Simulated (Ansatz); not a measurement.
## Is this Li₂H structure stable?

The cell was found from a structure generator's guess, not taken from experiment.

All numbers below come from Ansatz 0.2.0, DFT PBE, scalar-relativistic, plane waves, PAW. The final run on the 3-atom cell used 420 eV, a Γ-centred 18×18×10 mesh, 0.10 eV smearing and no spin polarisation.

```
Li H
1.0
     2.83736    0.00000    0.00000
    -1.41868    2.45723    0.00000
     0.00000    0.00000    4.98847
Li H
2 1
Direct
  0.33333 0.66667 0.26430
  0.66667 0.33333 0.73570
  0.00000 0.00000 0.50000
```

Energies over the elements count from the elements' standard structures at the same level (H₂ as a molecule), with no fitted energy shifts.

Problem. These tests were run: energy against the elements; phonons on a 3×3×2 q mesh; elastic tensor. What do they show?

Solution.

```csv
test,result
energy against the elements,−0.23 eV/atom
phonons on a 3×3×2 q mesh,no imaginary mode on the mesh
elastic tensor,least eigenvalue 4 GPa
```

It fails none of these tests outright. Whether a mixture of other phases lies lower isn't tested here. Undecided within the accuracy: elastic tensor.

The cell is a metal run without spin; a magnetic state may lie lower. With hydrogen, zero-point motion can shift formation energies by some tens of meV/atom. The run for the phonons used an 18×18×10 k mesh and Fermi–Dirac smearing of 0.15 eV. The run for the elastic tensor used an 18×18×10 k mesh and Fermi–Dirac smearing of 0.15 eV.
